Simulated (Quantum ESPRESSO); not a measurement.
# Band energies of GaSb

```
CELL_PARAMETERS angstrom
      0.00000     3.05699     3.05699
      3.05699     0.00000     3.05699
      3.05699     3.05699     0.00000
ATOMIC_POSITIONS crystal
  Ga 0.00000 0.00000 0.00000
  Sb 0.25000 0.25000 0.25000
```

norm-conserving PBEsol (Quantum ESPRESSO, 80 Ry, with spin-orbit coupling); path ΓXWKΓLUWLK,UX; energies in eV from the Fermi level.

```csv
k (1/Å),point,band 28,band 29,band 30,band 31,band 32,band 33,band 34,band 35
0.00,Γ,0.00,0.00,0.00,2.40,2.40,2.62,2.62,2.62
0.34,,-1.10,1.40,1.40,2.41,2.41,4.01,4.01,4.11
0.69,,-2.27,0.68,0.68,1.82,1.82,6.44,6.44,6.66
1.03,X,-2.70,0.62,0.62,0.94,0.94,8.30,8.30,8.57
1.16,,-2.82,0.86,0.96,1.19,1.21,7.69,7.94,8.01
1.54,W,-3.36,3.21,3.61,4.02,4.07,4.10,4.20,4.48
1.90,K,-2.42,1.10,1.13,3.53,3.67,6.23,6.41,6.57
2.00,,-2.20,1.28,1.31,4.56,4.82,5.79,5.84,5.91
2.30,,-1.35,1.70,1.79,4.11,4.20,4.31,4.40,4.63
2.60,,-0.56,1.35,1.52,3.04,3.07,3.16,3.17,4.39
2.99,Γ,0.00,0.00,0.00,2.40,2.40,2.62,2.62,2.62
3.29,,-0.42,0.76,0.76,3.00,3.00,3.17,3.18,3.70
3.69,,-1.09,0.22,0.22,3.46,3.46,3.59,3.60,6.23
3.88,L,-1.19,0.13,0.13,3.45,3.45,3.56,3.56,6.11
3.99,,-1.37,0.49,0.58,3.39,3.40,3.65,3.65,6.30
4.41,,-2.27,1.23,1.26,4.18,4.38,5.62,5.64,6.03
4.51,U,-2.42,1.10,1.13,3.53,3.67,6.23,6.41,6.57
4.76,,-3.07,2.48,2.65,3.66,3.80,4.90,4.97,5.04
4.88,W,-3.36,3.21,3.61,4.02,4.07,4.10,4.20,4.48
5.06,,-2.78,2.69,2.94,3.51,3.52,4.73,4.93,5.28
5.42,,-1.52,0.97,1.09,3.24,3.29,3.91,3.98,6.54
5.60,L,-1.19,0.13,0.13,3.45,3.45,3.56,3.56,6.11
5.69,,-1.34,0.40,0.49,3.40,3.42,3.62,3.62,6.25
6.05,,-2.13,1.34,1.38,4.33,4.56,5.31,5.36,5.54
6.23,K,-2.42,1.10,1.13,3.53,3.67,6.23,6.41,6.57
6.23,U,-2.42,1.10,1.13,3.53,3.67,6.23,6.41,6.57
6.60,X,-2.70,0.62,0.62,0.94,0.94,8.30,8.30,8.57
```

At this level the gap is closed or nearly so: along the path the highest valence and lowest conduction bands touch, or overlap by less than 0.6 eV, a zero-gap or semimetallic result; the valence top lies at Γ, the conduction bottom at Γ. Semilocal functionals close the gaps of some narrow-gap semiconductors, so this alone doesn't show that the compound has none.

Geometry relaxed with PBEsol.
